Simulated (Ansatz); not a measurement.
In$_{2}$Se$_{3}$:
```
CELL_PARAMETERS angstrom
     -3.95994     0.00000     0.00000
     -0.00288    -0.00459    -9.61767
     -1.97978    -3.42967     0.00000
ATOMIC_POSITIONS crystal
  In 0.66667 0.19350 0.66649
  In 0.33333 0.80650 0.33351
  Se 0.00000 0.00000 0.00000
  Se 0.66668 0.66866 0.66706
  Se 0.33332 0.33134 0.33294
```

Relaxed with r²SCAN+D4. Special points in fractions of this cell's reciprocal vectors: Γ (0.000, 0.000, 0.000); X (0.500, 0.000, 0.000); Y (0.000, 0.500, 0.000); Z (0.000, 0.000, 0.500); R (0.500, 0.500, 0.500); T (0.000, 0.500, 0.500); U (0.500, 0.000, 0.500); V (0.500, 0.500, 0.000).

Question: List the band energies nearest the valence-band maximum at these points for r²SCAN+D4 in the plane-wave PAW code Ansatz.

Answer: In eV from the valence-band maximum; about four levels below and three above (degenerate sets whole), none deeper than 8.9 eV; points with the same levels are listed once.

```csv
k,below,above
Γ,-0.43 -0.43 -0.21 -0.21 -0.14,1.41 3.48 3.75
X,-1.68 -1.33 -0.80 -0.50,0.36 3.33 4.52
Y,-0.32 -0.32 -0.29 -0.29,2.53 3.08 3.64
Z,-1.68 -1.33 -0.79 -0.50,0.36 3.33 4.51
R,-2.21 -1.54 -0.34 -0.18,0.86 2.81 4.09
T,-2.21 -1.54 -0.34 -0.19,0.86 2.81 4.09
```

Space group P-3m1 (La2O3 or Ni2Al3 type). The first step of the workflow began from a Materials Project structure, measured or hypothetical; the Crystallography Open Database copy checked does not list it. COD files the formula under space group No. 160, 166, 169, 170, so this cell is another polymorph or a model. Whether it is the stable phase at ambient conditions was not checked. Symmetry was held in the r²SCAN+D4 relaxation; its stability against distortions is not shown here. Point labels and valley counts follow the cell and symmetry of the run, lower than the named group. Scalar-relativistic: spin–orbit coupling is off unless named, which matters more the heavier the elements.

Potentials: the later of the program's two PAW sets.
